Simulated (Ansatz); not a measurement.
InAs:
```
InAs
1.0
    0.00000     3.05391     3.05391
    3.05391     0.00000     3.05391
    3.05391     3.05391     0.00000
In As
1 1
Direct
  0.25000   0.25000   0.25000
  0.00000   0.00000   0.00000
```

Relaxed with r²SCAN.

### Question
List the phonon frequencies at the special points (DFPT on a 4×4×4 q-mesh, Fourier-interpolated; the program Ansatz at the r²SCAN level (PAW)).

### Answer
In cm⁻¹; no LO–TO term at Γ, as the run had none.

```csv
q,frequencies
Γ,0 0 0 210 210 210
X,54 54 168 196 211 211
U,58 71 152 185 210 223
K,58 71 152 185 210 223
L,44 44 152 204 210 210
W,65 79 147 181 212 223
```

Space group F-43m (zinc blende). The r²SCAN relaxation kept the symmetry of its start; phonons on a q-mesh show no instability.

Potentials: the earlier of the program's two PAW sets.
